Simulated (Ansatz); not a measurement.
The start is a generated cell, Ge2W built in the AFLOW prototype AB2_cF48_227_c_e (as in Ti2C). The cell and all atomic positions are relaxed at zero pressure with r2SCAN (plane waves to 500 eV, PAW, scalar-relativistic; Ansatz, a first-principles code). The first steps use a 5×5×5 k-mesh.

The start:
```yaml
crystal:
  lattice:
    - [0.00000, 4.54647, 4.54647]
    - [4.54647, 0.00000, 4.54647]
    - [4.54647, 4.54647, 0.00000]
  atoms:
    - { symbol: W, position: [0.62500, 0.62500, 0.62500] }
    - { symbol: W, position: [0.12500, 0.62500, 0.62500] }
    - { symbol: W, position: [0.62500, 0.12500, 0.62500] }
    - { symbol: W, position: [0.62500, 0.62500, 0.12500] }
    - { symbol: Ge, position: [0.87000, 0.87000, 0.87000] }
    - { symbol: Ge, position: [0.39000, 0.87000, 0.87000] }
    - { symbol: Ge, position: [0.87000, 0.39000, 0.87000] }
    - { symbol: Ge, position: [0.87000, 0.87000, 0.39000] }
    - { symbol: Ge, position: [0.38000, 0.38000, 0.38000] }
    - { symbol: Ge, position: [0.86000, 0.38000, 0.38000] }
    - { symbol: Ge, position: [0.38000, 0.86000, 0.38000] }
    - { symbol: Ge, position: [0.38000, 0.38000, 0.86000] }
```

Largest initial force: 8.64 eV/Å, on Ge5, Ge6, Ge7, Ge8, Ge9, Ge10, Ge11, Ge12 (atoms numbered as listed)
Outcome: The space group stays Fd-3m (No. 227) (the run could not lower it); the end is AFLOW prototype AB2_cF48_227_c_e (as in Ti2C), with 12 atoms in the primitive cell
Energy released: 1.45 eV/atom
Volume change: +12.8 %, from 15.66 to 17.67 Å³/atom
Shortest distances (start → end): The closest pairs of elements (up to four, under 3.6 Å), start → end: Ge–W 2.23 → 2.58 Å; Ge–Ge 3.09 → 2.79 Å; W–W 3.21 → 3.35 Å
Band gap at the end: no gap (metallic)
Optimiser moves: 10

The end point of the relaxation:

```cif
data_Ge32W16
_chemical_formula_sum 'W16 Ge32'
_space_group_name_H-M_alt 'Fd-3m :1'
_space_group_IT_number 227
_space_group_name_Hall 'F 4d 2 3 -1d'
_cell_length_a 9.46577
_cell_length_b 9.46577
_cell_length_c 9.46577
_cell_angle_alpha 90.000
_cell_angle_beta 90.000
_cell_angle_gamma 90.000
loop_
_atom_site_label
_atom_site_type_symbol
_atom_site_symmetry_multiplicity
_atom_site_Wyckoff_symbol
_atom_site_fract_x
_atom_site_fract_y
_atom_site_fract_z
_atom_site_occupancy
W1 W 16 d 0.62500 0.62500 0.62500 1
Ge1 Ge 32 e 0.35439 0.35439 0.35439 1
```
(The calculation used a cell of 12 atoms; values per cell refer to that cell.)

Final values are on a 7×7×7 k-mesh of the relaxed cell. No spin polarisation in the result.

The run could not lose the symmetry of its start, so the end can be a saddle point.

The relaxed structure here is a generated cell of Ge2W: the first start was made by placing the elements on the sites of a structure type, and the end was not matched to a known phase here, so it may be hypothetical.
